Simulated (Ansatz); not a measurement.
**Question.** CoW (rock salt, Fm-3m) is relaxed with PBE in the plane-wave PAW code Ansatz. What lattice parameters of the conventional cell result?

**Answer.** a = 4.876 Å.

The start of the workflow was typed in or built on a structure type; neither database checked (COD, Materials Project) lists it. Its standing as an ambient phase is unchecked. The PBE relaxation kept the symmetry of its start; its stability against distortions is not shown here. The workflow began spin-polarised and lost its moments. Its formation energy is positive at this level, so the cell may be metastable or incomplete. Scalar-relativistic: spin–orbit coupling is off unless named, which matters more the heavier the elements.

Potentials: the later of the program's two PAW sets.
